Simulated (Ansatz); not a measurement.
A generated cell, not matched to a known phase here, of Si3Ge: I-42d (No. 122), tI16; a = b = 5.533 Å, c = 11.066 Å, α = β = γ = 90.00°; Si 4a (0.000, 0.000, 0.000); Ge 4b (0.000, 0.000, 0.500); Si 8d (0.250, 0.258, 0.375). Level of theory: PBE (plane waves to 420 eV, PAW, scalar-relativistic; Ansatz, a first-principles code). Element references, the lowest calculated here: Si (Fd-3m), Ge (Fd-3m).

Question: Predict the formation energy of this I-42d form of Si3Ge from the elements from PBE.

Answer: 0.01 eV/atom.

A lower structure of this composition may exist, and whether it forms at all is not checked here.

Static energies, no anion corrections, no zero-point energy. Values are rounded to 0.01 eV/atom. Not shown to be the ambient phase of their composition (a lower form may be missing, and a cell relaxed within its start's symmetry can be a saddle point): Si3Ge (I-42d). The compounds carry no spin polarisation.
